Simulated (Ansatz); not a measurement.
Calculated ²⁷Al NMR of the central transition for Li3AlH6 at a changed volume

Cell: a COD entry, relaxed with PBE at fixed cell and then changed (volume scaled by 0.97, ions relaxed).

Space group R-3:H (No. 148); a = 7.9896, c = 9.4169 Å, γ = 120.00°.

| site | Wyckoff | site symmetry | x | y | z |
| --- | --- | --- | --- | --- | --- |
| Li | 18f | 1 | 0.9561 | 0.2246 | 0.2925 |
| Al7 | 3b | -3. | 0.0000 | 0.0000 | 0.5000 |
| Al8 | 3a | -3. | 0.0000 | 0.0000 | 0.0000 |
| H9 | 18f | 1 | 0.4979 | 0.1370 | 0.4334 |
| H15 | 18f | 1 | 0.1610 | 0.1840 | 0.3877 |

One atom of each set is listed; the run and its k-mesh use a cell of 20 atoms with edges of 5.58, 5.58, 5.58 Å.

Computed with Ansatz: DFT, PBE, plane waves and PAW, scalar-relativistic, 420 eV cutoff, Γ-centred 5×5×5 k-points, Fermi–Dirac smearing 0.02 eV.

²⁷Al has I = 5/2 and Q = 146.6 mb (Pyykkö 2018); at 14.1 T its Larmor frequency is ν₀ = 156.6 MHz. Only the quadrupole interaction is simulated: positions count from each site's isotropic chemical shift, and J coupling is left out, as are shift anisotropy and dipolar coupling, which fast spinning averages.

Q: Give C_Q, η, the quadrupolar product P_Q = |C_Q|(1 + η²/3)^½, the second-order isotropic shift and the breadth of the pattern (fast magic-angle spinning) for each Al site.

A: 

| site | first shell | C_Q (MHz) | η | P_Q (MHz) | δ_QIS (ppm) | breadth (kHz) |
| --- | --- | --- | --- | --- | --- | --- |
| Al7 | 6 H at 1.74 Å | -1.53 | 0.00 | 1.53 | -0.574 | 0.192 |
| Al8 | 6 H at 1.75 Å | 2.42 | 0.00 | 2.42 | -1.44 | 0.482 |

δ_QIS = −(ν_Q²/30ν₀²)[I(I+1) − 3/4](1 + η²/3) × 10⁶ ppm with ν_Q = 3|C_Q|/[2I(2I−1)]; it falls as 1/B₀² in ppm, and the breadth as 1/B₀ in kHz.

An axis of threefold or higher order runs through Al7 and Al8, so V_zz lies along it and η is zero.

The relaxation (2 steps) took 16 s of wall time (16 s of CPU time) and 0.54 GiB at its peak, on 1 thread of Intel Xeon Platinum 8375C CPU @ 2.90GHz (Ice Lake) (x86_64; 4 cores open to the job, memory cap 3.0 GiB, no GPU), a shared host with a load of 0.1 a core.
